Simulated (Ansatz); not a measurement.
Co:
```
Co
1.0
    2.29221     0.00000     0.00000
    0.00000     2.29221     0.00000
    0.00000     0.00000     2.29221
Co
1
Direct
  0.00000   0.00000   0.00000
```
Starting moments (μB, in the order of the atoms Co): 1.7.

Relaxed with PBEsol. Special points in fractions of this cell's reciprocal vectors: Γ (0.000, 0.000, 0.000); X (0.000, 0.500, 0.000); M (0.500, 0.500, 0.000); R (0.500, 0.500, 0.500).

Task: List the band energies nearest the Fermi level at these points for PBEsol (plane waves, PAW; program Ansatz).

Result: In eV from the Fermi level; about four levels below and three above (degenerate sets whole), none deeper than 8.9 eV; … stands for higher levels left out; points with the same levels are listed once.

| k | below | above |
|---|---|---|
| Γ ↑ | -8.67 -4.50 -4.50 | … |
| X ↑ | -4.00 -2.14 -2.14 -1.59 | … |
| M ↑ | -5.38 -3.54 -1.89 -1.89 | 0.26 … |
| R ↑ | -4.34 -4.34 -4.34 | 0.33 0.33 … |
| Γ ↓ | -8.48 -3.27 -3.27 | … |
| X ↓ | -2.70 -1.48 -0.17 -0.17 | … |
| M ↓ | -4.06 -2.29 | 0.13 0.13 1.89 |
| R ↓ | -2.76 -2.76 -2.76 | 1.96 1.96 … |

Space group Pm-3m (simple cubic). A made-up cell: these elements were put on the sites of a structure type; neither database checked (COD, Materials Project) lists it. It is not the phase usual at ambient conditions (space group No. 194). The cell was relaxed with PBEsol under the symmetry of its start. At this level the phase is mechanically unstable. Spin order of the final state: ferromagnetic, chosen from 3 collinear starts compared on coarse meshes (ties went to the first, and starts can fall back to one state), not a proven ground state.

Potentials: the later of the program's two PAW sets.
